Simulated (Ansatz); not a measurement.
# CaB2H8: Field gradients at the nuclei

The cell is a computed structure from the Materials Project (it need not be an observed phase).

Space group Fddd:1 (No. 70); a = 7.5024, b = 8.7897, c = 13.1781 Å.

```csv
site,Wyckoff,site symmetry,x,y,z
Ca,8b,222,0.7500,0.7500,0.7500
B,16g,..2,0.7500,0.7500,0.9707
H7,32h,1,0.6146,0.2499,0.4178
H15,32h,1,0.4900,0.3876,0.2251
```

One atom of each set is listed; the run and its k-mesh use a cell of 22 atoms with edges of 7.92, 7.58, 5.78 Å.

Method: Kohn–Sham DFT in Ansatz, PBE, plane waves and PAW, scalar-relativistic, 420 eV cutoff, Γ-centred 5×5×5 k-points, Fermi–Dirac smearing 0.02 eV.

Conventions: |V_zz| ≥ |V_yy| ≥ |V_xx|, η = (V_xx − V_yy)/V_zz, C_Q = eQV_zz/h.

⁴³Ca: I = 7/2, Q = -40.80 mb; 10B: I = 3, Q = 84.59 mb; H-2: I = 1, Q = 2.858 mb. Nuclear quadrupole moments: year-2017 set (Pyykkö).

| site | atoms | first shell | V_zz (10²¹ V/m²) | η | C_Q (MHz) |
| --- | --- | --- | --- | --- | --- |
| Ca | 2 | 12 H at 2.32–2.60 Å | -0.85 | 0.16 | 0.839 |
| B | 4 | 4 H at 1.22–1.23 Å | -0.21 | 0.93 | -0.438 |
| H7 | 8 | 1 B at 1.23 Å | 1.66 | 0.15 | 0.115 |
| H15 | 8 | 1 B at 1.22 Å | 1.80 | 0.15 | 0.125 |

At H7 and H15 V_zz points along its bond to B (within 5°) in each case.

The lattice is static: at room temperature BH₄ may turn and average the couplings of its hydrogen.

The run took 22 s of wall time (22 s of CPU time) and 0.56 GiB at its peak, on 1 thread of Arm Neoverse V1 (aarch64; 8 cores open to the job, memory cap 2.5 GiB, no GPU), a shared host with a load of 0.4 a core.
